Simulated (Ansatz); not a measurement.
Input:

P:
```yaml
crystal:
  lattice:
    - [0.00000, 2.71560, 2.71560]
    - [2.71560, 0.00000, 2.71560]
    - [2.71560, 2.71560, 0.00000]
  atoms:
    - { symbol: P, position: [0.25000, 0.25000, 0.25000] }
    - { symbol: P, position: [0.00000, 0.00000, 0.00000] }
```

This is the r²SCAN-relaxed structure.

Q: All from r²SCAN (plane waves, PAW; program Ansatz), unless another level is named. Give the electronic character.

A: metallic (no gap).

Q: Predict the density of states at the Fermi level.

A: 0.56 states/eV per atom (mean over ±0.08 eV).

Space group Fd-3m (diamond). A made-up cell: these elements were put on the sites of a structure type; neither database checked (COD, Materials Project) lists it. It is not the phase usual at ambient conditions (space group No. 64). Symmetry was held in the r²SCAN relaxation. At this level the phase is mechanically unstable.

Potentials: the later of the program's two PAW sets.
